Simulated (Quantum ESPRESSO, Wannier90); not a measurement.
# Wannier functions of AlInSb2 (R3m)

```
AlInSb2
1.0
   -2.27624     3.94256     0.00000
   -4.55248     0.00000     0.00000
   -2.27624     1.31419     7.40292
Al In Sb
1 1 2
Direct
  0.00029   0.00029   0.99913
  0.49967   0.49967   0.50098
  0.87944   0.87944   0.36169
  0.37059   0.37059   0.88822
```

Structure: Materials Project mp-1228866, symmetrised, not relaxed again. Not found in the COD (Crystallography Open Database) copy used; not checked further. Level: PBEsol, spinors with spin-orbit coupling; pw.x of Quantum ESPRESSO at 64 Ry with PseudoDojo potentials, 4×4×4 k-points, Wannier90. Density: 8×8×8 mesh, cold smearing 0.01 Ry. With spin-orbit coupling a semilocal functional can close or falsely invert a small gap; the band order was not checked against a better method.

The plane-wave run has 82 bands and 46 electrons a cell. On the energy scale of pw.x, whose zero is arbitrary, the Fermi level lies at 6.65 eV.

Isolated groups of bands, relative to the Fermi level (bands from 35 on overlap up to the last one computed):

```
bands  from (eV)  to (eV)  filling              weight on atomic waves
-----  ---------  -------  -------  ----------------------------------
1–8       -29.39   -29.27   filled                         Sb 4d 100 %
9–20      -28.15   -28.03   filled                         Sb 4d 100 %
21–24     -15.11   -15.06   filled                          In 4d 99 %
25–30     -14.30   -14.20   filled                          In 4d 99 %
31–34     -10.72    -8.89   filled  Sb 5s 63 %, Al 3p 11 %, In 5p 10 %
```

Input w.win, without the blocks of cell, atoms and k-points (64 lines):

```
num_bands = 52
num_wann = 32
exclude_bands = 1-30
spinors = true
num_iter = 1000
conv_tol = 1.0e-6
conv_window = 4
dis_num_iter = 1000
dis_conv_tol = 1.0e-6
dis_froz_max = 8.15
write_hr = true
write_u_matrices = true
begin projections
f=0.00627,-0.01242,-0.00076: s;p
f=0.49035,0.50240,-0.50223: s;p
f=-0.11761,-0.12469,0.35589: s;p
f=0.38207,0.37055,-0.11332: s;p
end projections
mp_grid = 5 4 4
```

### Question
This input has a fault. Which, and what does the program do?

### Answer
wannier90.x -pp stops with:
```
Error: Wrong number of lines in block kpoints
```
The product of the three numbers of mp_grid differs from the number of lines in the kpoints block. Mended as below, all else unchanged, the run goes through (Ω_I = 57.6 Å²) and follows the plane-wave bands to 25 meV rms (states up to 1.0 eV relative to the Fermi level).
```
mp_grid = 4 4 4
```
